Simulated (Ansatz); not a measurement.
ZrO2:
Space group Pnma (No. 62); a = 7.6459 Å, b = 3.4249 Å, c = 5.3938 Å, α = 90.00°, β = 90.00°, γ = 90.00°

```tsv
atom	site	symmetry	x	y	z
Zr	4c	.m.	0.3302	0.2500	0.3568
O	4c	.m.	0.1100	0.2500	0.1089
O	4c	.m.	0.1427	0.2500	0.6306
```

Relaxed with PBEsol. PBEsol in the plane-wave PAW code Ansatz gives a gap of 4.14 eV.

Question: What gap does HSE06 give on the same cell (Ansatz, PAW)?

Answer: 5.86 eV, 1.72 eV more. The hybrid was solved on a coarser mesh and at special points; its gap is the smallest among all of these.

| k | v1 PBEsol | c1 PBEsol | v1 HSE06 | c1 HSE06 |
|---|---|---|---|---|
| Γ | -0.26 | 4.14 | -0.27 | 5.86 |
| X | -0.41 | 4.53 | -0.42 | 6.27 |
| Z | -0.44 | 4.50 | -0.45 | 6.22 |
| U | -0.37 | 4.87 | … | … |
| Y | -0.10 | 4.63 | … | … |
| S | -0.42 | 4.86 | … | … |
| T | -0.36 | 4.37 | … | … |
| R | -0.42 | 4.71 | -0.45 | 6.44 |

Question: Top valence (v1) and lowest conduction level (c1) in eV from each method's valence maximum (which need not be a listed point): supply the withheld HSE06 values.

Answer: 
- S, v1 HSE06: -0.44
- S, c1 HSE06: 6.58
- Y, v1 HSE06: -0.11
- Y, c1 HSE06: 6.33
- U, v1 HSE06: -0.39
- U, c1 HSE06: 6.60
- T, v1 HSE06: -0.37
- T, c1 HSE06: 6.08

Cost on shared cores: the PBEsol run (SCF on a 4×8×5 mesh, then bands and DOS) roughly 6 core-minutes, the HSE06 run (SCF on 2×5×3, then a few points) roughly 9 core-minutes; the tasks are unlike.

The first step of the workflow began from a Materials Project structure, measured or hypothetical; the Crystallography Open Database copy checked does not list it. It is not the phase usual at ambient conditions (space group No. 14). Symmetry was held in the PBEsol relaxation; its stability against distortions is not shown here. The run is not spin-polarised. Spin–orbit coupling is left out wherever it is not named.

Potentials: the later of the program's two PAW sets.
